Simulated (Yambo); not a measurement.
Rb$_{2}$TlGaF$_{6}$ (space group Fm-3m, No. 225), G0W0@LDA (Yambo, plasmon pole, terminator in G, 2×2×2 mesh): gap X → L in eV by bands and screening block.

```tsv
bands (W and G)	2 Ry	3 Ry	4 Ry	6 Ry	7 Ry
78	7.78	7.63	7.58	7.52	7.51
116	___	___	7.30	7.26	7.26
165	7.40	7.26	7.21	7.19	7.20
226	7.36	7.21	7.17	7.16	7.17
289	7.34	___	7.14	7.13	7.15
```

Q: Estimate the withheld gaps from their neighbours; the computed values follow.

A: 
- 116, 2 Ry: 7.49
- 116, 3 Ry: 7.35
- 289, 3 Ry: 7.18

The largest settings aren't shown to be the converged limit.

The standard potentials for Ga, Tl keep a d shell in the valence without the s and p states of that shell. In tests on such compounds this moved G0W0 gaps by up to about 0.9 eV, so absolute quasiparticle energies here are unreliable; differences between settings are what counts.

Spin-orbit coupling is not included.

Geometry of the Materials Project entry, not relaxed at this level; primitive cell a = 6.499 Å, b = 6.499 Å, c = 6.499 Å, α = 60.00°, β = 60.00°, γ = 60.00°.

The structure is a Materials Project entry; no match was found in the copy of COD used, and its stability was not checked.
